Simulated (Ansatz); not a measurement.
Method: DFT PBE, scalar-relativistic, plane waves, PAW in Ansatz. All cells share a 420 eV cutoff and Γ-centred k meshes spaced at most about 0.3 Å⁻¹ (about 0.25 or finer for metals, 2π included). No spin polarisation in the final relaxations.

These are static total energies at zero pressure.

Two forms of Hf4Ta were relaxed alike.

A.

```
Hf Ta
1.0
     5.03736    0.00000    0.00000
    -2.51868    4.36248    0.00000
     0.00000    0.00000    5.62162
Hf Ta
4 1
Direct
  0.33333 0.66667 0.00000
  0.66667 0.33333 0.00000
  0.33333 0.66667 0.50000
  0.66667 0.33333 0.50000
  0.00000 0.00000 0.00000
```

B.

```
Hf Ta
1.0
     4.86939    0.00000    0.00000
    -2.43470    4.21702    0.00000
     0.00000    0.00000    5.86079
Hf Ta
4 1
Direct
  0.33333 0.66667 0.73871
  0.66667 0.33333 0.73871
  0.66667 0.33333 0.26129
  0.33333 0.66667 0.26129
  0.00000 0.00000 0.50000
```

Problem. Which form is favoured at zero pressure, and by what margin per atom?

Solution. B is lower, by 219 meV/atom. A has space group P6/mmm (No. 191), 24.7 Å³/atom and no gap on its mesh; B has space group P6/mmm (No. 191), 24.1 Å³/atom and no gap. Counting all near atoms (those within 1.25 times the shortest distance at each site; a slash parts the counts of unlike sites), A has Hf 5/8, Ta 6 and B has Hf 8, Ta 12. Even the lower one lies +0.90 eV/atom against the reference forms of the elements (uncorrected), so neither is stable at this level. Both come from invented guesses. A third cell relaxed alike, in Pmmm, lies 107 meV/atom below the lower of the two.

Spin–orbit coupling, which can matter for Hf and Ta, is left out. A magnetic state wasn't ruled out in cells without spin, among them P6/mmm at 24.7 Å³/atom, P6/mmm at 24.1 Å³/atom. Cells relaxed within their symmetry can be saddle points.
